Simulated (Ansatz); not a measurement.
Cell and atoms are relaxed with the symmetry kept. Start:

```cif
data_structure
_symmetry_space_group_name_H-M 'Fm-3m'
_symmetry_Int_Tables_number 225
_cell_length_a 5.6200
_cell_length_b 5.6200
_cell_length_c 5.6200
_cell_angle_alpha 90.000
_cell_angle_beta 90.000
_cell_angle_gamma 90.000
_cell_volume 177.50
loop_
_atom_site_label
_atom_site_type_symbol
_atom_site_symmetry_multiplicity
_atom_site_Wyckoff_symbol
_atom_site_fract_x
_atom_site_fract_y
_atom_site_fract_z
_atom_site_occupancy
Na1 Na 4 a 0.00000 0.00000 0.00000 1
Cl1 Cl 4 b 0.50000 0.00000 0.00000 1
```

All numbers below come from Ansatz, DFT r2SCAN, scalar-relativistic, plane waves, PAW.

Plane waves to 500 eV, a k mesh through Γ of 8×8×8 on the computed 2-atom cell and Gaussian smearing (0.02 eV); no spin polarisation.

What does it relax to?

The volume drops by 0.14 Å³/atom to 22.05 Å³/atom, and the energy changes by under 0.1 meV/atom. Final structure:
```xyz
2
Lattice="0.0000 2.8040 2.8040 2.8040 0.0000 2.8040 2.8040 2.8040 0.0000" Properties=species:S:1:pos:R:3 pbc="T T T"
Na    0.0000    0.0000    0.0000
Cl    2.8040    2.8040    2.8040
```

Course of the relaxation (steps run on the plane waves of an earlier cell, and the basis is chosen afresh near the end, so energy and pressure can step there; trial steps that raised the energy were taken back; energies are free energies):

```json
{"step": "1", "E − E_final (meV/atom)": "0.1", "P (GPa)": "-0.17", "V (Å³/atom)": "22.19"}
{"step": "2", "E − E_final (meV/atom)": "0.0", "P (GPa)": "-0.05", "V (Å³/atom)": "22.09"}
{"step": "3", "E − E_final (meV/atom)": "0.0", "P (GPa)": "0.00", "V (Å³/atom)": "22.05"}
{"step": "4", "E − E_final (meV/atom)": "0.0", "P (GPa)": "0.00", "V (Å³/atom)": "22.05"}
```

Cost: 1 run of about 0.15 core-minutes, on Arm Neoverse V2 (shared hosts).